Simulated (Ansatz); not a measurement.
NbAs

```
CELL_PARAMETERS angstrom
-1.72585 1.72585 5.84000
1.72585 -1.72585 5.84000
1.72585 1.72585 -5.84000
ATOMIC_POSITIONS crystal
Nb 0.75000 0.75000 0.00000
Nb 0.50000 0.00000 0.50000
As 0.16600 0.16600 0.00000
As 0.91600 0.41600 0.50000
```

Atom numbers follow the list: Nb1, Nb2, As3, As4.

The cell is COD entry 1537320, as deposited and not checked against the literature; nothing was relaxed.

Methods: DFT, PBE, all-electron LAPW, scalar-relativistic (Ansatz 0.2.0); DFT, PBE, PAW with Ansatz's default frozen-core files, scalar-relativistic (Ansatz 0.2.0).

For LAPW: a Γ-centred 15×15×15 k mesh, Fermi–Dirac smearing of 0.08 eV, basis error target 0.5 meV/atom, no spin polarisation. PAW takes a cutoff of 420 eV at this cell. The Ansatz runs share mesh, smearing and spin set-up. Values come from LAPW unless marked.

- Stress xx, yy, zz (compression positive): 3.05, 3.05, 3.72 GPa
- Löwdin charges (with 0.19 e of the cell spilling out of the atomic basis, so their sizes and signs hang on that basis): Nb1 0.12, As3 -0.02 e
- Band gap: none at this level of theory (metallic, semimetallic, or a small gap that the functional closes)
- Density of states at the Fermi level (0.2 eV bin): 0.13 states/eV per cell
- Pressure at this cell: 3.27 GPa
- Volume per atom: 17.39 Å³

(1) Give the computed value. Bader charges (from the PAW run).

(2) Largest force: what does the calculation give?

## Answers

(1) Nb1 +1.02, As3 -1.02 e.

(2) 0.295 eV/Å on Nb1.
